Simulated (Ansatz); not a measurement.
VPt (L1₀ or tetragonal B2, P4/mmm) at seven volumes, r²SCAN in the plane-wave PAW code Ansatz, shape and atoms relaxed at each. One row is withheld.

| V (Å³/atom) | P (GPa) |
|---|---|
| 12.741 | 30.94 |
| 13.161 | 18.81 |
| 13.582 | ? |
| 14.002 | 0.00 |
| 14.422 | -7.24 |
| 14.842 | -13.32 |
| 15.262 | -18.43 |

Problem. Fit the shown pressures and predict the withheld one.

Solution. Third-order Birch–Murnaghan: P = (3/2)B₀(x^(7/2) − x^(5/2))[1 + (3/4)(B′ − 4)(x − 1)] with x = (V₀/V)^(2/3). Least squares on the six rows gives V₀ = 14.002 Å³/atom, B₀ = 262.2 GPa, B′ = 4.73. At V = 13.582, x = 1.0205 and P = 8.58 GPa. The run itself gave 8.60 GPa.

The workflow started from an entry of the Crystallography Open Database (COD). Its standing as an ambient phase is unchecked. The cell was relaxed with r²SCAN under the symmetry of its start; whether a distortion lowers the energy is not shown. The workflow began spin-polarised and lost its moments. Scalar-relativistic: spin–orbit coupling is off unless named, which matters more the heavier the elements.

Potentials: the later of the program's two PAW sets.
